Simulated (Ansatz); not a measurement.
Al$_{2}$Au:
```cif
data_Al2Au
_chemical_formula_sum 'Au1 Al2'
_space_group_name_H-M_alt 'P 1'
_space_group_IT_number 1
_cell_length_a 4.60728
_cell_length_b 4.60728
_cell_length_c 4.60728
_cell_angle_alpha 133.793
_cell_angle_beta 133.793
_cell_angle_gamma 67.411
loop_
_space_group_symop_operation_xyz
  'x, y, z'
loop_
_atom_site_label
_atom_site_type_symbol
_atom_site_fract_x
_atom_site_fract_y
_atom_site_fract_z
_atom_site_occupancy
Au1 Au 0.00000 0.00000 0.00000 1
Al1 Al 0.33570 0.33570 0.00000 1
Al2 Al 0.66430 0.66430 0.00000 1
```

Relaxed with PBEsol.

Decompose the optical modes at the zone centre into irreducible representations, and say which are infrared and Raman allowed.

Point group 4/mmm: Γ_opt = A1g + A2u + Eg + Eu. Infrared: A2u, Eu. Raman: A1g, Eg.

Assign frequencies (DFPT, DFT-PBEsol in the program Ansatz with PAW potentials).

Eu 117, Eg 202, A2u 221, A1g 423 cm⁻¹.

Space group I4/mmm (MoSi2 or CaC2 type). A made-up cell: these elements were put on the sites of a structure type; neither database checked (COD, Materials Project) lists it. COD files the formula under space group No. 225. Its standing as an ambient phase is unchecked. The PBEsol relaxation kept the symmetry of its start; whether a distortion lowers the energy is not shown. As this level gives no gap, phonon frequencies hold no LO–TO term and depend on the k-mesh and smearing (Fermi–Dirac, 0.1 eV here). Scalar-relativistic: spin–orbit coupling is off unless named, which matters more the heavier the elements.

Potentials: the later of the program's two PAW sets.
